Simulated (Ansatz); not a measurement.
KF built on the rocksalt prototype, relaxed with r2SCAN, was run in the plane-wave code Ansatz under altered settings. All numbers are computed, without spin polarisation but where a row says otherwise.

```
K F
1.0
     0.00000    2.65896    2.65896
     2.65896    0.00000    2.65896
     2.65896    2.65896    0.00000
K F
1 1
Cartesian
  0.0000 0.0000 0.0000
  2.6590 2.6590 2.6590
```

The base run's other keys:
```yaml
kpoints:
  mp_grid: { grid: [6, 6, 6] }
hamiltonian:
  xc: r2scan
scf:
  occupations: { method: fixed }
  n_extra_bands: 4
```

It takes 6 iterations with 941 plane waves at 500 eV and 16 k points, and leaves a mean stress of +0.01 GPa. The gap over this mesh is 6.908 eV.

Outcomes, with energy and stress as changes against the base:
```tsv
setting	outcome	ΔF (meV/atom)	Δ mean stress (GPa)	gap on the mesh (eV)	iterations
scf.mixing.ndim: 2	converged	0.0	0.00	6.908	9
scf.mixing.preconditioner: resta	converged	0.0	0.00	6.908	6
scf.mixing.ndim: 30	converged	0.0	0.00	6.908	6
scf.occupations: gaussian 0.5	converged	0.0	0.00	6.908	6
scf.n_extra_bands: 5000	refused	–	–	–	–
kpoints.mp_grid.shift: [0, 0, 0.5]	converged, warned	0.0	0.00	7.132	6
basis.ecutrho_ratio: 2	converged, warned	+0.8	+0.02	6.912	6
magnetization.initial_magnetization: 6.0	refused	–	–	–	–
kpoints.mp_grid.grid: [0, 4, 4]	refused	–	–	–	–
scf.occupations: fermi_dirac 0.05	converged	0.0	0.00	6.908	6
basis.ecutwfc: 40	converged, warned	+197723	-999.13	2.039	7
scf.occupations: fermi_dirac 0.2	converged	0.0	0.00	6.908	6
hamiltonian.xc: pw91	refused	–	–	–	–
```
A dash marks a value that wasn't obtained or can't be compared. Stress is positive in compression. Its mean hides that meshes of lower symmetry stress the axes unequally.

- scf.n_extra_bands: 5000. It is rejected at once. Error: inconsistent input (scf.n_extra_bands, basis.ecutwfc, kpoints): n_bands = 5008 exceeds the smallest per-k basis n_pw = 941 (k-point 0, counted from 0 among those solved) — raise basis.ecutwfc or lower scf.n_extra_bands
- kpoints.mp_grid.shift: [0, 0, 0.5]. The free energy moves by 0.0 meV an atom, the mean stress by 0.00 GPa and the gap on the mesh by +0.224 eV (to 7.132). The mesh breaks the crystal's symmetry, so the stress, and any force that symmetry no longer fixes, lose it too. The gap changes mostly because other points are sampled; a mesh that misses a band edge overestimates it. Warned: symmetry narrowed by mesh.
- basis.ecutrho_ratio: 2. Energy, stress and gap stay within 1 meV an atom, 0.1 GPa and 0.005 eV of the base. The result hardly depends on this setting here. Warned: cutoff below recommended.
- magnetization.initial_magnetization: 6.0. The input is refused before any iteration. Error: inconsistent input (scf.occupations.method, magnetization): a σ = 0 step fill (method: fixed, or a smearing width below the step floor) with no hard lock on the total moment puts the same N_el/2 bands in each spin channel, which gives a total moment of zero, but the starting moments sum to +6.0000 μB […]
- kpoints.mp_grid.grid: [0, 4, 4]. The input is refused before any iteration. Error: invalid value for `kpoints.mp_grid.grid`: each dimension must be in 1..=255
- basis.ecutwfc: 40. 15 plane waves in place of 941. The free energy moves by +197723 meV an atom, the mean stress by -999.13 GPa and the gap on the mesh by -4.869 eV (to 2.039). The basis is too small: these are errors of the cutoff. Warned: cutoff below recommended, metallic iterate.
- hamiltonian.xc: pw91. It is rejected at once. Error: YAML parse error: line 12 column 7: hamiltonian.xc: unknown variant `pw91`, expected one of […]

Within 1 meV an atom, 0.1 GPa and 0.005 eV of the base stay: scf.mixing.ndim: 2; scf.mixing.preconditioner: resta; scf.mixing.ndim: 30; scf.occupations: gaussian 0.5; basis.ecutrho_ratio: 2; scf.occupations: fermi_dirac 0.05; scf.occupations: fermi_dirac 0.2.
